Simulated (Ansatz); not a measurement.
**ZrB$_{2}$ at several levels of theory**

One geometry, relaxed with PBE, and single points on it; plane waves with PAW potentials in Ansatz, scalar-relativistic unless the row names spin-orbit coupling. No spin polarisation. Meshes are on the primitive cell of 3 atoms. Gaps are the least over mesh and band path; pressure is positive in compression. Smearing is Gaussian, 0.10 eV.

Space group P6/mmm (No. 191). a = 3.171 Å, b = 3.171 Å, c = 3.542 Å, α = 90.00°, β = 90.00°, γ = 120.00°
```
atom site symmetry x y z
  Zr    1a     6/mmm  0.0000  0.0000  0.0000
   B    2d      -6m2  0.3333  0.6667  0.5000
```

```tsv
level	cutoff (eV)	k mesh	gap (eV)	pressure (GPa)	rough cost with bands (core-min)
PBE	420	18×18×12	0	0.0	0.5
```

Question: What do r2SCAN, PBE with spin-orbit coupling, PBEsol give on the same cell?

Answer:
| level | cutoff (eV) | k mesh | gap (eV) | pressure (GPa) | rough cost with bands (core-min) |
| --- | --- | --- | --- | --- | --- |
| r2SCAN | 500 | 18×18×12 | 0 | 0.0 | 0.8 |
| PBE with spin-orbit coupling | 420 | 18×18×12 | 0 | 0.0 | 0.8 |
| PBEsol | 420 | 18×18×12 | 0 | -4.9 | 0.5 |